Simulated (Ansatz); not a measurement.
La:
```
La
1.0
    3.65249     0.00000     0.00000
   -1.82624     3.16315     0.00000
    0.00000     0.00000     5.97817
La
2
Direct
  0.33333   0.66667   0.25000
  0.66667   0.33333   0.75000
```

Relaxed with PBEsol. Special points in fractions of this cell's reciprocal vectors: Γ (0.000, 0.000, 0.000); M (0.500, 0.000, 0.000); K (0.333, 0.333, 0.000); A (0.000, 0.000, 0.500); L (0.500, 0.000, 0.500); H (0.333, 0.333, 0.500).

Q: List the band energies nearest the Fermi level at these points for plane-wave PAW PBEsol with spin–orbit coupling (Ansatz code).

A: In eV from the Fermi level; about four levels below and three above (degenerate sets whole), none deeper than 8.9 eV; points with the same levels are listed once.

| k | below | above |
|---|---|---|
| Γ | -3.21 -3.21 -1.89 -1.89 | 1.01 1.01 1.29 1.29 |
| M | -1.33 -1.33 -1.24 -1.24 | 1.27 1.27 1.33 1.33 |
| K | -1.51 -1.51 | 0.04 0.04 0.26 0.26 |
| A | -1.86 -1.86 -1.86 -1.86 | 0.59 0.59 0.59 0.59 |
| L | -0.56 -0.56 -0.56 -0.56 | 1.59 1.59 1.59 1.59 |
| H | -0.35 -0.35 -0.21 -0.21 | 0.99 0.99 1.13 1.13 |

Space group P6_3/mmc (hcp (Mg type)). The workflow started from an entry of the Crystallography Open Database (COD). Its sites differ from those of the usual phase in this space group: another stacking or structure type. The cell was relaxed with PBEsol under the symmetry of its start; its stability against distortions is not shown here.

Potentials: the earlier of the program's two PAW sets. The files were generated under PBE; for other functionals the program regenerates the frozen cores, and for LDA and PBEsol the local potential too.
